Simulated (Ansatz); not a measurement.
## Cs₂Ni₃Se₄, first-principles data

Cs2Ni3Se4:
```
Cs2Ni3Se4
1.0
    0.00000     5.16505     7.04840
    3.01775     0.00000     7.04840
    3.01775     5.16505     0.00000
Cs Ni Se
2 3 4
Direct
  0.34152   0.34152   0.65848
  0.65848   0.65848   0.34152
  0.00000   0.00000   0.50000
  0.50000   0.50000   0.00000
  0.00000   0.00000   0.00000
  0.93827   0.27328   0.72672
  0.06173   0.72672   0.27328
  0.27328   0.93827   0.06173
  0.72672   0.06173   0.93827
```

Space group Fmmm (No. 69); conventional cell a = 6.035 Å, b = 10.330 Å, c = 14.097 Å, α = 90.00°, β = 90.00°, γ = 90.00°.

Method: LDA in the plane-wave PAW code Ansatz. Structure relaxed to zero pressure with the same functional. Other levels are named where they apply.

Cell and energy:

```json
{
 "volume_per_atom": "24.41 Å³",
 "density": "5.73 g/cm³",
 "Formation energy from the elements (no fitted shifts)": "-0.68 eV/atom"
}
```

Electronic structure:

```json
{
 "band_gap": "0.53 eV (indirect)",
 "valence_band_maximum": "on the Γ–Σ0 line, 87 % of the way from Γ (k = 0.000, 0.333, 0.333 in fractions of the reciprocal vectors)",
 "conduction_band_minimum": "on the A0–Z line, 30 % of the way from A0 (k = -0.500, 0.297, -0.203 in fractions of the reciprocal vectors) (2 equivalent valleys)",
 "smallest_direct_gap_on_the_standard_path": "0.76 eV",
 "electron_effective_mass": "0.43, 2.3, 2.5 mₑ (principal values)",
 "hole_effective_mass": "0.74, 0.86, 10 mₑ (principal values)"
}
```

Phonons:

```json
{
 "Highest zone-centre frequency (without LO–TO term)": "318 cm^-1",
 "zone_centre_stability": "no imaginary mode at Γ"
}
```

The first step of the workflow began from a Materials Project structure, measured or hypothetical; the Crystallography Open Database copy checked does not list it. Whether it is the stable phase at ambient conditions was not checked. Symmetry was held in the LDA relaxation. No spin polarisation was allowed. The references are the lowest solids computed at this level, not always the standard phases. Scalar-relativistic: spin–orbit coupling is off unless named, which matters more the heavier the elements.

Potentials: the later of the program's two PAW sets.
